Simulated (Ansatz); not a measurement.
## YPd3, one cell by several methods

```yaml
crystal:
  lattice:
    - [4.09992, 0.00000, 0.00000]
    - [0.00000, 4.09992, 0.00000]
    - [0.00000, 0.00000, 4.09992]
  atoms:
    - { symbol: Y, position: [0.00000, 0.00000, 0.00000] }
    - { symbol: Pd, position: [0.50000, 0.50000, 0.00000] }
    - { symbol: Pd, position: [0.50000, 0.00000, 0.50000] }
    - { symbol: Pd, position: [0.00000, 0.50000, 0.50000] }
```

Atom numbers follow the list: Y1, Pd2, Pd3, Pd4.

The cell is the one relaxed in the Materials Project (mp-559), not relaxed further here; entries there can be hypothetical.

Spin polarisation is left out, and whether a magnetic state lies lower isn't shown here.

Levels of theory: DFT, PBEsol, PAW with Ansatz's default frozen-core files, scalar-relativistic (Ansatz 0.2.0); DFT, PBEsol, all-electron LAPW, scalar-relativistic (Ansatz 0.2.0).

For PAW: a Γ-centred 10×10×10 k mesh, Fermi–Dirac smearing of 0.05 eV, cutoff 420 eV, no spin polarisation; the PAW files were made with PBE, and the program remakes their frozen cores for this functional. LAPW targets a basis error of 1 meV/atom. The Ansatz runs share mesh, smearing and spin set-up. Plane-wave (PAW) pressures include the program's estimate of the Pulay term.

Stress and pressure are positive in compression.

Levels count from the Fermi level.

PAW results:

| quantity | PAW |
| --- | --- |
| pressure (GPa) | -4.28 |
| highest filled level at M (eV) | -0.721 |
| lowest empty level at M (eV) | 2.005 |
| highest filled level at R (eV) | -0.324 |
| lowest empty level at R (eV) | 0.784 |
| highest filled level at X (eV) | -0.009 |
| lowest empty level at X (eV) | 2.276 |

**Question.** What does all-electron LAPW give for the same quantities?

**Answer.** 
```csv
quantity,LAPW
pressure (GPa),-4.30
highest filled level at M (eV),-0.720
lowest empty level at M (eV),2.005
highest filled level at R (eV),-0.322
lowest empty level at R (eV),0.781
highest filled level at X (eV),-0.009
lowest empty level at X (eV),2.277
```
